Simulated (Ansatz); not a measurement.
Here is the system:

TaGa3:
```xyz
4
Lattice="-1.8689 1.8689 4.2835 1.8689 -1.8689 4.2835 1.8689 1.8689 -4.2835" Properties=species:S:1:pos:R:3 pbc="T T T"
Ta     0.0000     0.0000     0.0000
Ga     0.0000     0.0000     4.2835
Ga     0.0000     1.8689     2.1417
Ga     1.8689     0.0000     2.1417
```

This is the LDA-relaxed structure.

**Question.** All from LDA in the plane-wave PAW code Ansatz, unless another level is named. Estimate the formation energy from the elements (no fitted shifts).

**Answer.** -0.24 eV/atom.

**Question.** Next, the density of states at the Fermi level?

**Answer.** 0.17 states/eV per atom (mean over ±0.08 eV).

Space group I4/mmm. The workflow started from a Materials Project entry (that database holds measured and hypothetical structures alike); the Crystallography Open Database files this formula in space group No. 139, but the cells were not matched. Its standing as an ambient phase is unchecked. Symmetry was held in the LDA relaxation; of distortions, only those at the zone centre were tested. The run is not spin-polarised. The references are the lowest solids computed at this level, not always the standard phases. Spin–orbit coupling is left out wherever it is not named.

Potentials: the later of the program's two PAW sets.
